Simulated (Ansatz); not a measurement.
ZrTa in space group Cmcm (No. 63; Zr on 4c, Ta on 4c) under volume change, DFT-PBEsol in the program Ansatz with PAW potentials, shape and atoms relaxed at each volume.

```csv
V (Å³/atom),E − E(relaxed) (meV/atom),P (GPa)
18.782,34.4,9.63
19.382,8.2,4.49
19.981,0.0,0.00
20.581,…,…
21.180,…,…
```

### Question
Complete the blanks.

### Answer

- 20.581, E − E(relaxed) (meV/atom): 7.5
- 20.581, P (GPa): -3.92
- 21.180, E − E(relaxed) (meV/atom): 28.7
- 21.180, P (GPa): -7.33

### Question
What does a third-order Birch–Murnaghan fit give for V₀, B₀ and B′?

### Answer
V₀ = 19.98 Å³/atom, B₀ = 140 GPa, B′ = 3.6.

The start of the workflow was typed in or built on a structure type; neither database checked (COD, Materials Project) lists it. Whether it is the stable phase at ambient conditions was not checked. The cell was relaxed with PBEsol under the symmetry of its start; whether a distortion lowers the energy is not shown. The run is not spin-polarised. Its formation energy is positive at this level, so the cell may be metastable or incomplete. Scalar-relativistic: spin–orbit coupling is off unless named, which matters more the heavier the elements.

Potentials: the earlier of the program's two PAW sets. The files were generated under PBE; for other functionals the program regenerates the frozen cores, and for LDA and PBEsol the local potential too.
